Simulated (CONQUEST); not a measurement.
Consider a self-consistent single point of SiO2 (P4_12_12, 12 atoms in the cell; from Materials Project mp-6945, changed as shown).

```
CELL_PARAMETERS angstrom
      4.89280     0.00000     0.00000
      0.00000     4.89280     0.00000
      0.00000     0.00000     6.79525
ATOMIC_POSITIONS crystal
  Si 0.69866 0.69866 0.50000
  Si 0.80134 0.19866 0.75000
  Si 0.30134 0.30134 0.00000
  Si 0.19866 0.80134 0.25000
  O  0.89357 0.76139 0.32011
  O  0.73861 0.39357 0.57011
  O  0.10643 0.23861 0.82011
  O  0.26139 0.60643 0.07011
  O  0.39357 0.73861 0.42989
  O  0.23861 0.10643 0.17989
  O  0.60643 0.26139 0.92989
  O  0.76139 0.89357 0.67989
```

All values come from this method and carry its errors: CONQUEST with PBE, numerical atomic orbitals double-zeta with polarisation (the shipped basis), PseudoDojo norm-conserving potentials made for PBE.

CONQUEST settings:

basis: DZP
Diag.MPMeshX, Y, Z: 5 5 4
potentials: PseudoDojo norm-conserving PBE
Grid.GridCutoff: 140 Ha
DM.SolutionMethod: diagon
Diag.kT: 0.0001 Ha
Diag.GammaCentred: true
minE.SCTolerance: 1.0e-06
SC.MaxIters: 100
SC.LinearMixingFactor: 0.3
AtomMove.TypeOfRun: static

Results:

* **Number of valence electrons**: 64
* **Number of bands**: 156
* **Number of k-points after the program's reduction**: 63
* **Size of the basis**: 156
* **Number of SCF iterations**: 8
* **FFT grid**: 60 × 60 × 72
* **Free energy E − TS**: -4070.2702 eV
* **Pressure**: 19.05 GPa
* **Largest force (vector length)**: 1.368 eV/Å

Forces (eV/Å):
```tsv
atom	Fx	Fy	Fz
Si1	0.096	0.096	0.000
Si2	-0.096	0.096	0.000
Si3	-0.096	-0.096	0.000
Si4	0.096	-0.096	0.000
O5	-0.804	0.183	-1.092
O6	-0.183	-0.804	-1.092
O7	0.804	-0.183	-1.092
O8	0.183	0.804	-1.092
O9	-0.804	-0.183	1.092
O10	-0.183	0.804	1.092
O11	0.804	0.183	1.092
O12	0.183	-0.804	1.092
```

Stress (GPa, positive for compression):
```
18.79   0.00   0.00
 0.00  18.79   0.00
 0.00   0.00  19.56
```

For comparison: a first run was changed to give this one (lattice scaled by 0.98), and from it to this one the free energy rises by 67.5 meV/atom, the pressure goes from 7.09 to 19.05 GPa and the largest force goes from 0.641 to 1.368 eV/Å.

The program uses no crystal symmetry, so grid and mesh can part values that symmetry would make equal. The atom-centred basis is finite, which shifts total energies, pressures and forces against plane waves. Forces above 1 eV/Å remain at this geometry, of which the finite basis can carry a part. The structure comes from a collection of computed structures, made at another level of theory; the collection holds predicted forms beside known ones.

Cost on one core: about 2.3 core-minutes (a rough figure).
